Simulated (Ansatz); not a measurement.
# SiNi3 at a changed volume: Electric field gradients

The cell is a COD entry, relaxed with PBE at fixed cell and then changed (volume scaled by 0.94, ions relaxed).

```
Si Ni
1.0
     3.47861    0.00000    0.00000
     0.00000    3.47861    0.00000
     0.00000    0.00000    3.47861
Si Ni
1 3
Direct
  0.00000 0.00000 0.00000
  0.00000 0.50000 0.50000
  0.50000 0.00000 0.50000
  0.50000 0.50000 0.00000
```

Atom numbers follow the list; atoms alike are taken as one site, whose name carries the number of the first.

The numbers come from a DFT calculation in Ansatz (PBE, plane waves and PAW, scalar-relativistic, collinear spin, 420 eV cutoff, Γ-centred 13×13×13 k-points, Fermi–Dirac smearing 0.05 eV). Start moments as typed (μB): 1.5 on each Ni, none on the rest.

C_Q = eQV_zz/h, which is 24.18 MHz for Q = 1 b and V_zz = 10²¹ V/m²; η = (V_xx − V_yy)/V_zz.

⁶¹Ni: I = 3/2, Q = 162.0 mb. Quadrupole moments are those of Pyykkö's year-2017 table.

```csv
site,atoms (order as listed),first shell,V_zz (10²¹ V/m²),η,C_Q (MHz)
Si,1,12 Ni at 2.46 Å,0.00,–,–
Ni,"2, 3, 4","4 Si at 2.46 Å, 8 Ni at 2.46 Å",-4.90,0.00,-19.2
```

An axis of threefold or higher order runs through Ni, so V_zz lies along it and η is zero. Si sits on a cubic site, where every gradient vanishes.

Si has no stable isotope with a ground-state quadrupole moment in the table, so no C_Q is given.

With no gap above 0.1 eV, as in a metal, the gradients converge slowly in k; expect changes of a tenth or more on a denser mesh. With these PAW files V_zz is typically within 2 to 3 % of all-electron values, but misses above 10 % occur on Ni. At this changed cell the PBE pressure is 5 GPa. The start moments die out, and the run ends without spin.

The relaxation (1 step) took 14 s of wall time (15 s of CPU time) and 0.58 GiB at its peak, on 1 thread of Intel Xeon 6975P-C (Granite Rapids) (x86_64; 16 cores open to the job, memory cap 3.0 GiB, no GPU), a shared host with a load of 0.1 a core.
